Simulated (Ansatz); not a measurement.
Given:

Hf3Cu4Si2:
```xyz
9
Lattice="6.2636 0.0000 0.0000 -3.1318 5.4244 0.0000 0.0000 0.0000 3.9590" Properties=species:S:1:pos:R:3 pbc="T T T"
Hf    -1.8384     3.1843     1.9795
Hf     3.6769     0.0000     1.9795
Hf     1.2933     2.2401     1.9795
Si     3.1318     1.8081     0.0000
Si     0.0000     3.6163     0.0000
Cu     1.5451     0.0000     0.0000
Cu     2.3592     4.0863     0.0000
Cu    -0.7725     1.3381     0.0000
Cu     0.0000     0.0000     1.9795
```

This is the r²SCAN-relaxed structure.

Problem. All from DFT-r²SCAN in the program Ansatz with PAW potentials, unless another level is named. Give the electronic character.

Solution. metallic (no gap).

Problem. Next, the formation energy from the elements (no fitted shifts)?

Solution. -0.53 eV/atom.

Problem. And the density of states at the Fermi level?

Solution. 0.34 states/eV per atom (mean over ±0.08 eV).

Space group P-62m. The workflow started from a Materials Project entry (that database holds measured and hypothetical structures alike); the Crystallography Open Database copy checked does not list it. Its standing as an ambient phase is unchecked. Symmetry was held in the r²SCAN relaxation; whether a distortion lowers the energy is not shown. The run is not spin-polarised. The references are the lowest solids computed at this level, not always the standard phases. Spin–orbit coupling is left out wherever it is not named.

Potentials: the later of the program's two PAW sets.
